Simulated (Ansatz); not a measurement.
HfGe:
```xyz
4
Lattice="3.8171 0.0000 0.0000 -1.9086 3.3057 0.0000 0.0000 0.0000 6.6641" Properties=species:S:1:pos:R:3 pbc="T T T"
Hf     0.0000     0.0000     0.0000
Hf     0.0000     0.0000     3.3320
Ge     0.0000     2.2038     1.6660
Ge     1.9086     1.1019     4.9981
```

Relaxed with PBE. Special points in fractions of this cell's reciprocal vectors: Γ (0.000, 0.000, 0.000); M (0.500, 0.000, 0.000); K (0.333, 0.333, 0.000); A (0.000, 0.000, 0.500); L (0.500, 0.000, 0.500); H (0.333, 0.333, 0.500).

Q: List the band energies nearest the Fermi level at these points for PBE in the plane-wave PAW code Ansatz.

A: In eV from the Fermi level; about four levels below and three above (degenerate sets whole), none deeper than 8.9 eV; points with the same levels are listed once.

```tsv
k	below	above
Γ	-5.40 -1.63 -1.63 -1.05	0.87 0.87 0.91 0.91
M	-2.15 -1.80 -1.45 -1.15	0.52 1.16 2.74
K	-3.24 -3.24 -2.00 -2.00 -0.73	1.64 2.02 2.02
A	-0.76 -0.76 -0.76 -0.76	1.63 1.63 1.63 1.63
L	-1.63 -1.63 -0.96 -0.96	0.29 0.29 3.30 3.30
H	-2.93 -2.93 -1.81 -1.81	0.99 0.99 2.32 2.32
```

Space group P6_3/mmc (NiAs type). A made-up cell: these elements were put on the sites of a structure type; neither database checked (COD, Materials Project) lists it. Its standing as an ambient phase is unchecked. Symmetry was held in the PBE relaxation; whether a distortion lowers the energy is not shown. The run is not spin-polarised. Scalar-relativistic: spin–orbit coupling is off unless named, which matters more the heavier the elements.

Potentials: the later of the program's two PAW sets.
